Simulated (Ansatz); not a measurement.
**GdOs3 (AuCu3-type structure)**

Computed with Ansatz (plane waves, PAW, 420 eV cutoff): PBE, scalar-relativistic, collinear spin, Γ-centred 8×8×8 mesh, 0.05 eV Gaussian smearing. The datasets are Ansatz's generated set soft_2.

```
CELL_PARAMETERS angstrom
4.06548 0.00000 0.00000
0.00000 4.06548 0.00000
0.00000 0.00000 4.06548
ATOMIC_POSITIONS crystal
Gd 0.00000 0.00000 0.00000
Os 0.00000 0.50000 0.50000
Os 0.50000 0.50000 0.00000
Os 0.50000 0.00000 0.50000
```

The structure was built from a prototype; whether the compound forms in it isn't claimed.

Magnetic state: ferromagnetic, site spin moments Gd 6.80; Os -0.31 μB.

The cell above was scaled in volume, its shape and atoms being fixed by the lattice's symmetry. Energies are counted from the cell above.

The cell is relaxed to zero pressure at this level.

```
V (Å³/atom)  ΔE (meV/atom)  P (GPa)  largest moment (μB)
      15.87           37.6     13.8                 6.76
      16.13           19.2      9.6                 6.77
      16.46            4.6      4.5                 6.79
      16.80            0.0      0.0                 6.80
      17.13            4.4     -4.1                 6.82
      17.47           16.8     -7.7                 6.83
      17.97           48.6    -12.4                 6.85
      18.48              ?        ?                    ?
```

(1) Fill in the withheld row.

(2) What do the points give for the equilibrium volume, the bulk modulus and its pressure derivative (third-order Birch–Murnaghan)?

Answers:

(1) ΔE (meV/atom): 94.1, P (GPa): -16.4, largest moment (μB): 6.87.

(2) V0 = 16.80 Å³/atom, B0 = 214 GPa, B0′ = 4.7.

B0·V0 = 214.2 GPa × 16.80 Å³ = 22.46 eV/atom sets the scale: near the minimum ΔE ≈ ½ B0 V0 x², with x = V/V0 − 1, and a pressure of 2.1 GPa squeezes the volume by about 1 %. At the ends of the curve: x = −5.5 % predicts 33.8 meV/atom and the run gives 37.6; x = +10.0 % predicts 112.7 meV/atom and the run gives 94.1. The lopsidedness is anharmonic: atoms resist being pushed together more than being pulled apart.

The largest site moment grows with the volume while the cell's goes from 5.99 to 5.79 μB.

Without a U the 4f levels of Gd lie too near the Fermi level, so their share of the states there, and what hangs on it, is overstated. No spin–orbit coupling, a notable omission for heavy elements. The run wasn't fully tested for a lower electronic state. Site moments are of spin, integrated over atomic spheres. The moments were started parallel, and the real magnetic order may be another. The run is a metal.
